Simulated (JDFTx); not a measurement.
Part of a log of a modified build of JDFTx for tert-butylarsine, C4H11As (SMILES CC(C)(C)[AsH2]), charge 0, multiplicity 1 (PBE, GBRV ultrasoft potentials, plane waves to 20/100 Ha):

```
unit cell volume = 10476.8
Chosen fftbox size, S = [  100  108  96  ]
unit cell volume = 10476.8
Chosen fftbox size, S = [  90  96  90  ]
  'C' pseudopotential, 'SLA  PW   PBE  PBE' functional
  4 valence electrons, 2 orbitals, 4 projectors, 721 radial grid points, with lMax = 1
  'As' pseudopotential, 'SLA  PW   PBE  PBE' functional
  5 valence electrons, 2 orbitals, 6 projectors, 875 radial grid points, with lMax = 2
  'H' pseudopotential, 'SLA  PW   PBX  PBC' functional
  1 valence electrons, 1 orbitals, 2 projectors, 615 radial grid points, with lMax = 0
Initialized 3 species with 16 total atoms.
Folded 1 k-points by 1x1x1 to 1 k-points.
nElectrons:  32.000000   nBands: 16   nStates: 1
average nbasis = 44785.000 , ideal nbasis = 44757.642
Correction to mu due to finite nuclear width = -0.00303055
   Cavity determined by rhoMin: 0.0001  rhoMax: 0.0015
   Effective cavity tension: 1.60576e-06 Eh/bohr^2 and pressure: 0 Eh/bohr^3 to account for cavitation and dispersion.
[...]
	Linear fluid (dielectric constant: 78.4, screening length: 8.12261 Bohr) occupying 0.857086 of unit cell:	Completed after 32 iterations
[... later lines of the fluid solver are left out ...]
ElecMinimize: Iter:   0  Etot: -35.746287374263339  |grad|_K:  9.438e-06  alpha:  1.000e+00
ElecMinimize: Iter:   1  Etot: -35.746384926164694  |grad|_K:  5.078e-06  alpha:  1.529e+00  linmin:  5.999e-04
ElecMinimize: Iter:   2  Etot: -35.746410394828118  |grad|_K:  2.686e-06  alpha:  1.379e+00  linmin:  9.615e-04
ElecMinimize: Iter:   3  Etot: -35.746417169524591  |grad|_K:  1.511e-06  alpha:  1.311e+00  linmin:  8.085e-03
ElecMinimize: Iter:   4  Etot: -35.746419146436054  |grad|_K:  8.578e-07  alpha:  1.221e+00  linmin: -5.336e-03
ElecMinimize: Iter:   5  Etot: -35.746419802957298  |grad|_K:  4.331e-07  alpha:  1.237e+00  linmin: -2.339e-02
ElecMinimize: Iter:   6  Etot: -35.746420000756537  |grad|_K:  2.451e-07  alpha:  1.441e+00  linmin: -7.234e-06
ElecMinimize: Iter:   7  Etot: -35.746420014599416  |grad|_K:  2.577e-07  alpha:  7.125e-01  linmin: -2.568e-02
ElecMinimize: Iter:   8  Etot: -35.746420046432370  |grad|_K:  2.346e-07  alpha:  6.386e-01  linmin:  4.658e-06
ElecMinimize: Converged (|Delta Etot|<1.000000e-07 for 2 iters).

# Energy components:
   A_diel =       -0.0002980483725847
   Eewald =       44.4624147725677616
       EH =       70.9999954315633062
     Eloc =     -158.0429015170213347
      Enl =       -0.7125983193543286
      Exc =      -26.9914211645206734
 Exc_core =       13.8450315755419453
       KE =       20.6933572231635310
-------------------------------------
     Etot =      -35.7464200464323696


	eMin: -0.740795 at state 0 ( [ +0.000000 +0.000000 +0.000000 ] spin 0 )
	HOMO: -0.221986 at state 0 ( [ +0.000000 +0.000000 +0.000000 ] spin 0 )
```

Question: Which solvation model was used?
A) linear PCM (GLSSA13)
B) SCCS (g09 parameters)
C) SaLSA
D) linear PCM without cavity terms (LA12)

Answer: B, SCCS (g09 parameters). The liquid was water (dielectric constant 78.4), 0.5 M NaF.
